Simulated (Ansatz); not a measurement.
H4NF:
```xyz
12
Lattice="4.3433 0.0000 0.0000 -2.1716 3.7614 0.0000 0.0000 0.0000 7.0355" Properties=species:S:1:pos:R:3 pbc="T T T"
H      2.1716     0.2546     6.5048
H      0.8653     2.0080     2.9870
H      3.0370     1.7534     6.5048
H      0.0000     3.5068     2.9870
H      1.3063     1.7534     6.5048
H     -0.8653     2.0080     2.9870
H      0.0000     2.5076     1.5766
H      2.1716     1.2538     5.0943
N      0.0000     2.5076     2.6359
N      2.1716     1.2538     6.1536
F      0.0000     2.5076     7.0196
F      2.1716     1.2538     3.5019
```

Cartesian axes are those of the cell as given.

### Question
Give the proper piezoelectric stress tensor with relaxed ions from plane-wave PAW LDA (Ansatz code).

### Answer
In C/m², rows x, y, z, Voigt columns; mesh uncertainty up to 0.00.
```
 0.00   0.00   0.00   0.00   0.03   0.00
 0.00   0.00   0.00   0.03   0.00   0.00
 0.02   0.02  -0.07   0.00   0.00   0.00
```

The elastic tensor of the same run (GPa):

```tsv
	1	2	3	4	5	6
1	47.5	35.6	32.6	0.0	0.0	0.0
2	35.6	47.5	32.6	0.0	0.0	0.0
3	32.6	32.6	47.9	0.0	0.0	0.0
4	0.0	0.0	0.0	5.3	0.0	0.0
5	0.0	0.0	0.0	0.0	5.3	0.0
6	0.0	0.0	0.0	0.0	0.0	5.9
```

### Question
Convert to strain constants d = e·S.

### Answer
In pC/N:
```
 0.0   0.0   0.0   0.0   5.5   0.0
 0.0   0.0   0.0   5.5   0.0   0.0
 1.9   1.9  -4.2   0.0   0.0   0.0
```

Space group P6_3mc. The first step of the workflow began from a Materials Project structure, measured or hypothetical; the Crystallography Open Database files this formula in space group No. 186, but the cells were not matched. Its standing as an ambient phase is unchecked. The cell was relaxed with LDA under the symmetry of its start; phonons on a q-mesh show no instability. A crystal of weakly bound molecules computed without a dispersion correction: the cell and the soft elastic constants depend strongly on that.

Potentials: the later of the program's two PAW sets.
